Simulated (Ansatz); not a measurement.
Given:

Al₂Cu:
```cif
data_Al8Cu4
_chemical_formula_sum 'Al8 Cu4'
_space_group_name_H-M_alt 'I4/mcm'
_space_group_IT_number 140
_space_group_name_Hall '-I 4 2c'
_cell_length_a 5.99682
_cell_length_b 5.99682
_cell_length_c 4.80450
_cell_angle_alpha 90.000
_cell_angle_beta 90.000
_cell_angle_gamma 90.000
loop_
_atom_site_label
_atom_site_type_symbol
_atom_site_symmetry_multiplicity
_atom_site_Wyckoff_symbol
_atom_site_fract_x
_atom_site_fract_y
_atom_site_fract_z
_atom_site_occupancy
Al1 Al 8 h 0.15935 0.34065 0.00000 1
Cu1 Cu 4 a 0.00000 0.00000 0.25000 1
```
(The calculation used a cell of 6 atoms; values per cell refer to that cell.)

This is the r²SCAN-relaxed structure.

All from r²SCAN (plane waves, PAW; program Ansatz), unless another level is named. Predict the density of states at the Fermi level.

0.31 states/eV per atom (mean over ±0.08 eV).

Give the formation energy from the elements (no fitted shifts).

-0.16 eV/atom.

Symmetry was held in the r²SCAN relaxation. The run is not spin-polarised. The references are the lowest solids computed at this level, not always the standard phases.

Potentials: the later of the program's two PAW sets.
